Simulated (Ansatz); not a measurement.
Values for one crystal, relaxed and computed with plane-wave PAW PBE (Ansatz code); other levels are named.

Volume per atom: 21.49 Å³
Electronic character: no gap, with almost no states at the Fermi level (zero-gap or semimetallic)
Formation energy from the elements (no fitted shifts): -0.16 eV/atom
Density of states at the Fermi level: 0.01 states/eV per atom (mean over ±0.08 eV)

Task: Which of these materials gives this?
A. InAs, zinc blende
B. SnC, CsCl type
C. Si2Mo, MoSi2 or CaC2 type
D. GaAs, P6_222 (Ga on 3d, As on 3c)

Result: D, GaAs, P6_222 (Ga on 3d, As on 3c)

The start of the workflow was typed in or built on a structure type; neither database checked (COD, Materials Project) lists it. It is not the phase usual at ambient conditions (space group No. 216). Symmetry was held in the PBE relaxation; whether a distortion lowers the energy is not shown. The references are the lowest solids computed at this level, not always the standard phases. Spin–orbit coupling is left out wherever it is not named.

Potentials: the earlier of the program's two PAW sets.
